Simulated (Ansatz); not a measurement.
Orbital-resolved density of states of Te₂Mo

```
CELL_PARAMETERS angstrom
3.51820 0.00000 0.00000
-1.75910 3.04685 0.00000
0.00000 0.00000 13.97360
ATOMIC_POSITIONS crystal
Te 0.33333 0.66667 0.62100
Te 0.66667 0.33333 0.12100
Te 0.33333 0.66667 0.87900
Te 0.66667 0.33333 0.37900
Mo 0.33333 0.66667 0.25000
Mo 0.66667 0.33333 0.75000
```

Atoms are numbered in the order listed.

The cell is COD entry 9009147, as deposited and not checked against the literature; nothing was relaxed.

No spin–orbit coupling, which matters for the heavy atoms here.

These are results of DFT, PBE, all-electron LAPW, scalar-relativistic in Ansatz 0.2.0, not measurements.

Sampling and basis: a Γ-centred 11×11×3 k mesh, Fermi–Dirac smearing of 0.05 eV, basis error target 1 meV/atom, no spin polarisation.

States per eV for one atom of each kind, in 0.4 eV bins named by their centres, from the valence-band top, projected on a minimal set of Löwdin-orthogonalised atomic shells; orbitals are real harmonics on the Cartesian axes, equal curves share a column, and empty bins are left out, as is all above 6.7 eV, near the top of the computed bands.

Mo5 4d:

```
# E all dz2 dxz=dyz dx2-y2=dxy
-12.3 0.01 0.00 0.00 0.00
-11.9 0.02 0.00 0.00 0.00
-11.5 0.06 0.00 0.02 0.01
-11.1 0.14 0.00 0.05 0.02
-10.7 0.32 0.00 0.11 0.04
-10.3 0.17 0.00 0.08 0.00
-5.5 0.12 0.06 0.00 0.03
-5.1 0.31 0.14 0.01 0.08
-4.7 0.77 0.18 0.19 0.11
-4.3 0.45 0.11 0.11 0.06
-3.9 0.32 0.05 0.06 0.08
-3.5 0.78 0.12 0.14 0.20
-3.1 0.74 0.14 0.16 0.14
-2.7 1.08 0.08 0.37 0.13
-2.3 1.12 0.09 0.40 0.11
-1.9 1.25 0.14 0.39 0.17
-1.5 1.81 0.35 0.30 0.42
-1.1 1.48 0.57 0.26 0.20
-0.7 1.42 0.41 0.02 0.49
-0.3 1.28 0.34 0.01 0.47
0.1 0.06 0.05 0.00 0.00
0.9 0.44 0.19 0.01 0.12
1.3 2.24 0.79 0.08 0.65
1.7 2.78 0.80 0.21 0.78
2.1 1.36 0.16 0.28 0.32
2.5 1.14 0.04 0.41 0.14
2.9 0.46 0.01 0.19 0.04
3.3 1.10 0.01 0.52 0.02
3.7 0.60 0.01 0.29 0.00
4.1 0.27 0.00 0.13 0.01
4.5 0.06 0.00 0.02 0.01
4.9 0.05 0.00 0.01 0.01
5.3 0.04 0.00 0.01 0.01
5.7 0.02 0.00 0.00 0.01
6.1 0.03 0.00 0.01 0.01
6.5 0.05 0.01 0.01 0.01
```

Te1 5p:

```
# E all pz px=py
-12.7 0.01 0.00 0.00
-12.3 0.02 0.00 0.01
-11.9 0.03 0.01 0.01
-11.5 0.05 0.01 0.02
-11.1 0.06 0.01 0.02
-10.7 0.05 0.02 0.02
-10.3 0.01 0.00 0.00
-5.5 0.31 0.08 0.11
-5.1 0.60 0.16 0.22
-4.7 1.18 0.26 0.46
-4.3 0.60 0.19 0.20
-3.9 0.44 0.19 0.12
-3.5 0.94 0.47 0.23
-3.1 0.75 0.32 0.21
-2.7 0.82 0.24 0.29
-2.3 0.60 0.12 0.24
-1.9 0.83 0.45 0.19
-1.5 1.09 0.45 0.32
-1.1 0.72 0.34 0.19
-0.7 0.51 0.14 0.18
-0.3 0.46 0.15 0.15
0.1 0.03 0.03 0.00
0.9 0.08 0.02 0.03
1.3 0.36 0.06 0.15
1.7 0.59 0.08 0.25
2.1 0.57 0.13 0.22
2.5 0.65 0.13 0.26
2.9 0.34 0.07 0.14
3.3 0.78 0.16 0.31
3.7 0.40 0.14 0.13
4.1 0.16 0.11 0.02
4.5 0.06 0.03 0.01
4.9 0.06 0.03 0.02
5.3 0.04 0.02 0.01
5.7 0.04 0.02 0.01
6.1 0.05 0.02 0.01
6.5 0.08 0.04 0.02
```

Te1 5s:

```
# E all
-13.1 0.01
-12.7 0.13
-12.3 0.19
-11.9 0.36
-11.5 0.63
-11.1 0.89
-10.7 1.35
-10.3 0.48
-5.5 0.01
-5.1 0.02
-4.7 0.03
-4.3 0.03
-3.9 0.04
-3.5 0.08
-3.1 0.06
-2.7 0.04
-2.3 0.02
-1.9 0.05
-1.5 0.04
-1.1 0.02
-0.7 0.02
-0.3 0.02
0.9 0.01
1.3 0.02
1.7 0.04
2.1 0.04
2.5 0.04
2.9 0.02
3.3 0.05
3.7 0.03
4.1 0.02
4.5 0.01
4.9 0.01
5.3 0.01
5.7 0.01
6.1 0.01
6.5 0.04
```

Mo5 5s:

```
# E all
-13.1 0.01
-12.7 0.14
-12.3 0.15
-11.9 0.13
-11.5 0.11
-11.1 0.09
-10.7 0.05
-5.5 0.07
-5.1 0.11
-4.7 0.08
-4.3 0.03
-3.9 0.05
-3.5 0.08
-3.1 0.06
-2.7 0.03
-2.3 0.02
-1.9 0.02
-1.5 0.02
-1.1 0.02
-0.7 0.02
-0.3 0.03
0.9 0.01
1.3 0.05
1.7 0.10
2.1 0.02
2.5 0.01
2.9 0.01
3.3 0.03
3.7 0.06
4.1 0.13
4.5 0.24
4.9 0.29
5.3 0.20
5.7 0.16
6.1 0.19
6.5 0.29
```
